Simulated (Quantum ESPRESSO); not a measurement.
Zr2WO6F2, finding a planted mistake in a log

Computed values, not a measurement. The program is pw.x of Quantum ESPRESSO 7.5 (plane-wave density functional theory). The cell is made up: 11 atoms on a rutile lattice with one site empty, with randomly drawn elements, strain and displacements, not relaxed. PseudoDojo standard norm-conserving files (v0.5 for PBE, v0.4.1 for LDA and PBEsol) set the functional; there is no spin polarisation, spin-orbit coupling or dispersion term, and the masses in the input are unused placeholders.

Intended input:

```
&control calculation='scf', pseudo_dir='./dojo.nc.sr.pbe.v0_5.standard.upf', outdir='./o', disk_io='low', tprnfor=.true., tstress=.true. /
&system ibrav=0, nat=11, ntyp=4, nbnd=50, ecutwfc=84.00895049, nosym=.true., tot_charge=0,
 occupations='smearing', smearing='fd', degauss=0.0018374661
/
&electrons conv_thr=7.350e-09, electron_maxstep=60, /
ATOMIC_SPECIES
F 1.0 F.upf
O 1.0 O.upf
W 1.0 W.upf
Zr 1.0 Zr.upf
CELL_PARAMETERS angstrom
4.9549 0.0359 -0.0024
0.0359 4.795 0.0278
-0.0032 0.0368 6.4135
ATOMIC_POSITIONS angstrom
Zr -0.0118 0.0713 0.0004
W 2.5357 2.411 1.598
Zr 0.0114 -0.0039 3.2126
O 1.5562 1.4727 -0.0535
F 3.4226 3.306 0.0473
F 3.962 0.9606 1.6159
O 1.021 3.8193 1.5639
O 1.5291 1.5084 3.2235
O 3.4878 3.38 3.2436
O 3.9478 0.952 4.8071
O 1.0027 3.8614 4.7499
K_POINTS automatic
5 5 4 1 1 1
```

The log is shortened where brackets say so; the opening notice, blank lines, dates and the lines on written files are dropped, and the path of the files is cut. It prints rydbergs, bohrs and kilobars, and counts compression as positive stress. Where no state is partly filled, the Fermi energy that it prints is only some level between the filled and the empty states on the mesh, and need not lie in the true gap.

Log of the intended run:

```
     Program PWSCF v.7.5
     Parallel version (MPI & OpenMP), running on       4 processor cores
     Number of MPI processes:                 4
     Threads/MPI process:                     1
     [start-up lines left out]
     bravais-lattice index     =            0
     lattice parameter (alat)  =       9.3637  a.u.
     unit-cell volume          =    1028.1988 (a.u.)^3
     number of atoms/cell      =           11
     number of atomic types    =            4
     number of electrons       =        88.00
     number of Kohn-Sham states=           50
     kinetic-energy cutoff     =      84.0090  Ry
     charge density cutoff     =     336.0358  Ry
     scf convergence threshold =      7.3E-09
     mixing beta               =       0.7000
     number of iterations used =            8  plain     mixing
     Exchange-correlation= PBE
                           (   1   4   3   4   0   0   0)
     [axes and pseudopotential details left out]
   Cartesian axes
     site n.     atom                  positions (alat units)
         1        Zr     tau(   1) = (  -0.0023814   0.0143894   0.0000807  )
         2        W      tau(   2) = (   0.5117425   0.4865762   0.3225005  )
         3        Zr     tau(   3) = (   0.0023007  -0.0007871   0.6483512  )
         4        O      tau(   4) = (   0.3140647   0.2972131  -0.0107971  )
         5        F      tau(   5) = (   0.6907324   0.6672007   0.0095459  )
         6        F      tau(   6) = (   0.7995914   0.1938636   0.3261130  )
         7        O      tau(   7) = (   0.2060532   0.7707924   0.3156186  )
         8        O      tau(   8) = (   0.3085955   0.3044179   0.6505510  )
         9        O      tau(   9) = (   0.7038907   0.6821350   0.6546075  )
        10        O      tau(  10) = (   0.7967256   0.1921280   0.9701454  )
        11        O      tau(  11) = (   0.2023600   0.7792888   0.9586015  )
     number of k points=    50  Fermi-Dirac smearing, width (Ry)=  0.0018
                       cart. coord. in units 2pi/alat
        k(    1) = (   0.0993099   0.1020371   0.0960383), wk =   0.0400000
        k(    2) = (   0.0994115   0.1009165   0.2891932), wk =   0.0400000
     [further k points left out]
     Dense  grid:   106991 G-vectors     FFT dimensions: (  60,  54,  72)
     Estimated max dynamical RAM per process >     303.70 MB
     Estimated total dynamical RAM >       1.11 GB
     Initial potential from superposition of free atoms
     starting charge      87.9947, renormalised to      88.0000
     Starting wfcs are   62 randomized atomic wfcs
     total cpu time spent up to now is        4.3 secs
     per-process dynamical memory:   229.0 Mb
     Self-consistent Calculation
     iteration #  1     ecut=    84.01 Ry     beta= 0.70
     Davidson diagonalization with overlap
     ethr =  1.00E-02,  avg # of iterations =  2.0
     total cpu time spent up to now is       11.0 secs
     total energy              =    -647.81095017 Ry
     estimated scf accuracy    <       6.61396303 Ry
     iteration #  2     ecut=    84.01 Ry     beta= 0.70
     Davidson diagonalization with overlap
     ethr =  7.52E-03,  avg # of iterations =  6.0
     total cpu time spent up to now is       23.0 secs
     total energy              =    -642.83495768 Ry
     estimated scf accuracy    <      82.94903504 Ry
     [iterations 3 to 16 left out]
     iteration # 17     ecut=    84.01 Ry     beta= 0.70
     Davidson diagonalization with overlap
     ethr =  3.68E-10,  avg # of iterations =  2.1
     total cpu time spent up to now is      145.3 secs
     total energy              =    -651.79133223 Ry
     estimated scf accuracy    <       0.00000006 Ry
     iteration # 18     ecut=    84.01 Ry     beta= 0.70
     Davidson diagonalization with overlap
     ethr =  6.55E-11,  avg # of iterations =  4.1
     total cpu time spent up to now is      153.8 secs
     End of self-consistent calculation
     [lines on levels left out]
     the Fermi energy is     7.3696 ev
!    total energy              =    -651.79133224 Ry
     estimated scf accuracy    <          4.2E-09 Ry
     smearing contrib. (-TS)   =      -0.00000000 Ry
     internal energy E=F+TS    =    -651.79133224 Ry
     The total energy is F=E-TS. E is the sum of the following terms:
     one-electron contribution =    -240.25587618 Ry
     hartree contribution      =     160.28118943 Ry
     xc contribution           =    -144.53260619 Ry
     ewald contribution        =    -427.28403930 Ry
     convergence has been achieved in  18 iterations
     Forces acting on atoms (cartesian axes, Ry/au):
     atom    1 type  4   force =     0.10184241   -0.00429436   -0.32285520
     atom    2 type  3   force =    -0.27677645    0.05069427    0.19361671
     atom    3 type  4   force =     0.06542827   -0.05620118    0.29131189
     atom    4 type  2   force =     0.03766410    0.02632238    0.17346184
     atom    5 type  1   force =     0.01349643    0.00040702    0.04565213
     atom    6 type  1   force =    -0.04556535    0.04676201   -0.01805904
     atom    7 type  2   force =     0.08116352   -0.06870344   -0.00469824
     atom    8 type  2   force =     0.07797658    0.05170319   -0.20710510
     atom    9 type  2   force =    -0.04965771   -0.06587868   -0.20424549
     atom   10 type  2   force =     0.06400846   -0.04604280    0.02618069
     atom   11 type  2   force =    -0.06958025    0.06523158    0.02673981
     Total force =     0.700613     Total SCF correction =     0.000190
     Computing stress (Cartesian axis) and pressure
          total   stress  (Ry/bohr**3)                   (kbar)     P=     -110.49
  -0.00055588  -0.00032582  -0.00015006          -81.77      -47.93      -22.08
  -0.00032582  -0.00023031  -0.00027127          -47.93      -33.88      -39.91
  -0.00015006  -0.00027127  -0.00146709          -22.08      -39.91     -215.82
     init_run     :      4.10s CPU      4.25s WALL (       1 calls)
     electrons    :    149.18s CPU    149.53s WALL (       1 calls)
     forces       :      1.67s CPU      1.68s WALL (       1 calls)
     stress       :      6.01s CPU      6.13s WALL (       1 calls)
     [timing details left out]
     PWSCF        :   2m41.10s CPU   2m41.77s WALL
     JOB DONE.
```

A second run was made from an input with one planted mistake. Its log:

```
     Program PWSCF v.7.5
     Parallel version (MPI & OpenMP), running on       4 processor cores
     Number of MPI processes:                 4
     Threads/MPI process:                     1
     [start-up lines left out]
     bravais-lattice index     =            0
     lattice parameter (alat)  =       9.2476  a.u.
     unit-cell volume          =     990.4257 (a.u.)^3
     number of atoms/cell      =           11
     number of atomic types    =            4
     number of electrons       =        88.00
     number of Kohn-Sham states=           50
     kinetic-energy cutoff     =      84.0090  Ry
     charge density cutoff     =     336.0358  Ry
     scf convergence threshold =      7.3E-09
     mixing beta               =       0.7000
     number of iterations used =            8  plain     mixing
     Exchange-correlation= PBE
                           (   1   4   3   4   0   0   0)
     [axes and pseudopotential details left out]
   Cartesian axes
     site n.     atom                  positions (alat units)
         1        Zr     tau(   1) = (  -0.0023909   0.0143861   0.0000817  )
         2        W      tau(   2) = (   0.5117470   0.4865714   0.3225009  )
         3        Zr     tau(   3) = (   0.0023091  -0.0007970   0.6483531  )
         4        O      tau(   4) = (   0.3140614   0.2972027  -0.0107895  )
         5        F      tau(   5) = (   0.6907348   0.6671940   0.0095430  )
         6        F      tau(   6) = (   0.7995906   0.1938643   0.3261179  )
         7        O      tau(   7) = (   0.2060434   0.7707776   0.3156144  )
         8        O      tau(   8) = (   0.3085849   0.3044162   0.6505397  )
         9        O      tau(   9) = (   0.7038947   0.6821318   0.6546062  )
        10        O      tau(  10) = (   0.7967093   0.1921273   0.9701389  )
        11        O      tau(  11) = (   0.2023651   0.7792785   0.9585932  )
     number of k points=    50  Fermi-Dirac smearing, width (Ry)=  0.0018
                       cart. coord. in units 2pi/alat
        k(    1) = (   0.0993095   0.1020370   0.0960400), wk =   0.0400000
        k(    2) = (   0.0994124   0.1009146   0.2891958), wk =   0.0400000
     [further k points left out]
     Dense  grid:   102991 G-vectors     FFT dimensions: (  54,  54,  72)
     Estimated max dynamical RAM per process >     292.04 MB
     Estimated total dynamical RAM >       1.07 GB
     Initial potential from superposition of free atoms
     starting charge      87.9947, renormalised to      88.0000
     Starting wfcs are   62 randomized atomic wfcs
     total cpu time spent up to now is        4.3 secs
     per-process dynamical memory:   227.2 Mb
     Self-consistent Calculation
     iteration #  1     ecut=    84.01 Ry     beta= 0.70
     Davidson diagonalization with overlap
     ethr =  1.00E-02,  avg # of iterations =  2.0
     total cpu time spent up to now is       11.3 secs
     total energy              =    -647.98636071 Ry
     estimated scf accuracy    <       6.41655783 Ry
     iteration #  2     ecut=    84.01 Ry     beta= 0.70
     Davidson diagonalization with overlap
     ethr =  7.29E-03,  avg # of iterations =  5.9
     total cpu time spent up to now is       22.9 secs
     total energy              =    -643.07964948 Ry
     estimated scf accuracy    <      78.45223537 Ry
     [iterations 3 to 17 left out]
     iteration # 18     ecut=    84.01 Ry     beta= 0.70
     Davidson diagonalization with overlap
     ethr =  9.92E-11,  avg # of iterations =  2.1
     total cpu time spent up to now is      153.8 secs
     total energy              =    -651.81292528 Ry
     estimated scf accuracy    <       0.00000002 Ry
     iteration # 19     ecut=    84.01 Ry     beta= 0.70
     Davidson diagonalization with overlap
     ethr =  2.23E-11,  avg # of iterations =  5.3
     total cpu time spent up to now is      162.7 secs
     End of self-consistent calculation
     [lines on levels left out]
     the Fermi energy is     7.8972 ev
!    total energy              =    -651.81292529 Ry
     estimated scf accuracy    <          5.7E-09 Ry
     smearing contrib. (-TS)   =      -0.00000000 Ry
     internal energy E=F+TS    =    -651.81292528 Ry
     The total energy is F=E-TS. E is the sum of the following terms:
     one-electron contribution =    -232.29212603 Ry
     hartree contribution      =     157.92172236 Ry
     xc contribution           =    -144.79456101 Ry
     ewald contribution        =    -432.64796061 Ry
     convergence has been achieved in  19 iterations
     Forces acting on atoms (cartesian axes, Ry/au):
     atom    1 type  4   force =     0.10420553   -0.00750523   -0.33660856
     atom    2 type  3   force =    -0.28803349    0.05020680    0.20498295
     atom    3 type  4   force =     0.06862920   -0.05430334    0.29772371
     atom    4 type  2   force =     0.04389128    0.03090709    0.17045389
     atom    5 type  1   force =     0.01596823    0.00241034    0.03360259
     atom    6 type  1   force =    -0.05117599    0.05091308   -0.01790089
     atom    7 type  2   force =     0.08775409   -0.07565016   -0.00386808
     atom    8 type  2   force =     0.08340369    0.05639450   -0.20530468
     atom    9 type  2   force =    -0.05671665   -0.07300100   -0.20296674
     atom   10 type  2   force =     0.05047918   -0.03412059    0.02478623
     atom   11 type  2   force =    -0.05840506    0.05374851    0.03509958
     Total force =     0.717080     Total SCF correction =     0.000191
     Computing stress (Cartesian axis) and pressure
          total   stress  (Ry/bohr**3)                   (kbar)     P=      -56.63
  -0.00019928  -0.00034494  -0.00014839          -29.32      -50.74      -21.83
  -0.00034494   0.00012636  -0.00031237          -50.74       18.59      -45.95
  -0.00014839  -0.00031237  -0.00108199          -21.83      -45.95     -159.17
     init_run     :      4.05s CPU      4.21s WALL (       1 calls)
     electrons    :    158.08s CPU    158.42s WALL (       1 calls)
     forces       :      1.67s CPU      1.69s WALL (       1 calls)
     stress       :      5.85s CPU      5.99s WALL (       1 calls)
     [timing details left out]
     PWSCF        :   2m49.76s CPU   2m50.50s WALL
     JOB DONE.
```

Question: what was wrong in the second input?

Answer: the cell and the positions are scaled by a wrong factor. The input lines that differ, file-writing options aside:

```
- 4.9549 0.0359 -0.0024
+ 4.8935 0.0355 -0.0024
- 0.0359 4.795 0.0278
+ 0.0355 4.7355 0.0275
- -0.0032 0.0368 6.4135
+ -0.0032 0.0363 6.334
- Zr -0.0118 0.0713 0.0004
+ Zr -0.0117 0.0704 0.0004
- W 2.5357 2.411 1.598
+ W 2.5043 2.3811 1.5782
- Zr 0.0114 -0.0039 3.2126
+ Zr 0.0113 -0.0039 3.1728
- O 1.5562 1.4727 -0.0535
+ O 1.5369 1.4544 -0.0528
- F 3.4226 3.306 0.0473
+ F 3.3802 3.265 0.0467
- F 3.962 0.9606 1.6159
+ F 3.9129 0.9487 1.5959
- O 1.021 3.8193 1.5639
+ O 1.0083 3.7719 1.5445
- O 1.5291 1.5084 3.2235
+ O 1.5101 1.4897 3.1835
- O 3.4878 3.38 3.2436
+ O 3.4446 3.3381 3.2034
- O 3.9478 0.952 4.8071
+ O 3.8988 0.9402 4.7475
- O 1.0027 3.8614 4.7499
+ O 0.9903 3.8135 4.691
```

```
                                            intended run  run with the mistake
                          free energy (eV)     -8868.073             -8868.367
                    smearing term -TS (eV)        0.0000                0.0000
                            pressure (GPa)        -11.05                 -5.66
            largest force component (eV/Å)         8.301                 8.655
largest change of a force component (eV/Å)                               0.354
                                iterations            18                    19
```

For scale, a rerun of the intended cell at 1467 eV and a 7 x 7 x 6 mesh moved values by no more than 0.005 eV in energy, 0.02 GPa in stress and 0.003 eV/Å in force.